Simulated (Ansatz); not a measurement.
Problem. Each is relaxed and computed with plane-wave PAW PBEsol (Ansatz code). Which is the only one with a gap?
A) MgB2, MoSi2 or CaC2 type
B) MgO, R-3m (Pearson symbol hR16)
C) Ti2C, R-3m (Ti on 6c, C on 3b)
D) RuC, R-3m (Ru on 6c, C on 6c)

Solution. B, MgO, R-3m (Pearson symbol hR16). MgO: gap 4.01 eV; Ti2C: metal; MgB2: metal; RuC: metal. Constructed cells (a structure type filled with these elements, in neither database checked): MgB2, MoSi2 or CaC2 type. Not the usual ambient phase: MgO, R-3m (Pearson symbol hR16); MgB2, MoSi2 or CaC2 type. Standing as an ambient phase not checked: Ti2C, R-3m (Ti on 6c, C on 3b); RuC, R-3m (Ru on 6c, C on 6c). Unstable at this level: MgB2, MoSi2 or CaC2 type. All cells were relaxed under the symmetry of their starts (and spin orders); stability against distortions was not tested throughout. Rows with no word on spin ran without spin polarisation. Scalar-relativistic: spin–orbit coupling is off unless named, which matters more the heavier the elements.

Potentials: the later of the program's two PAW sets.
